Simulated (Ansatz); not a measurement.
A geometry of Be away from equilibrium: step 2 of the relaxation of a randomly generated symmetric cell of Be (space group No. 164). Computed with r2SCAN (plane waves to 500 eV, PAW, scalar-relativistic; Ansatz, a quantum-chemistry and plane-wave program). Γ-centred k-mesh 13×13×13 on the run's cell (coarser than for final values), Fermi–Dirac smearing 0.05 eV. The plane waves were selected for a different cell earlier on the path.

```yaml
crystal:
  lattice:
    - [2.93232, 0.00000, 0.00000]
    - [-1.46616, 2.53946, 0.00000]
    - [0.00000, 0.00000, 2.34286]
  atoms:
    - { symbol: Be, position: [0.66667, 0.33333, 0.23489] }
    - { symbol: Be, position: [0.33333, 0.66667, 0.76511] }
```

Q: Give the Cartesian forces on all atoms (eV/Å).

A: 
| atom | Fx | Fy | Fz |
|---|---|---|---|
| Be1 | 0.00 | 0.00 | 0.86 |
| Be2 | 0.00 | 0.00 | -0.86 |

The path ends in P6₃/mmc (No. 194). No spin polarisation in the result.

The run could not lose the symmetry of its start.
